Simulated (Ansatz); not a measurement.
Na (bcc, W type)

```
CELL_PARAMETERS angstrom
     -4.22197     4.22197     4.22197
      2.11099    -2.11099     2.11099
      2.11099     2.11099    -2.11099
ATOMIC_POSITIONS crystal
  Na 0.00000 0.00000 0.00000
  Na 0.50000 0.00000 0.00000
```

The atoms are displaced by Q × the pattern below (from a DFPT mode at N = (0.5, 0.0, 0.0), largest move 1; Q in Å), at fixed cell. (q is in reciprocal vectors of the primitive cell; the cell shown is doubled to hold the pattern.)

```csv
atom,x,y,z
Na1,0.000,-0.707,-0.707
Na2,0.000,0.707,0.707
```

All values below come from r2SCAN (plane waves to 500 eV, PAW, scalar-relativistic; Ansatz, a quantum-chemistry and plane-wave program). k mesh 8×16×16 (Γ-centred), Fermi-Dirac smearing 0.05 eV. The energy includes the smearing's −TS. With partly filled bands, energies and forces of such displacements shift with the k mesh and the smearing. Na was relaxed with its symmetry unable to fall. The zero of ΔE is the undisplaced structure.

```
Q (Å)   ΔE (meV/cell)  −dE/dQ from forces (eV/Å)
------  -------------  -------------------------
-0.100            [?]                      0.311
-0.083           10.6                      0.258
-0.067            6.8                      0.205
-0.050            [?]                      0.153
-0.033            [?]                      0.102
-0.017            0.4                      0.051
0.000             0.0                      0.000
0.017             0.4                     -0.051
0.033             [?]                     -0.102
0.050             [?]                     -0.153
0.067             6.8                     -0.205
0.083            10.6                     -0.258
0.100             [?]                     -0.311
```

Question: Fill in the missing entries.

Answer: 
- -0.100, ΔE (meV/cell): 15.4
- -0.050, ΔE (meV/cell): 3.8
- -0.033, ΔE (meV/cell): 1.7
- 0.033, ΔE (meV/cell): 1.7
- 0.050, ΔE (meV/cell): 3.8
- 0.100, ΔE (meV/cell): 15.4

(A displaced cell: forces are minus the slopes of the energy, force constants its curvatures, and phonons follow from these.)
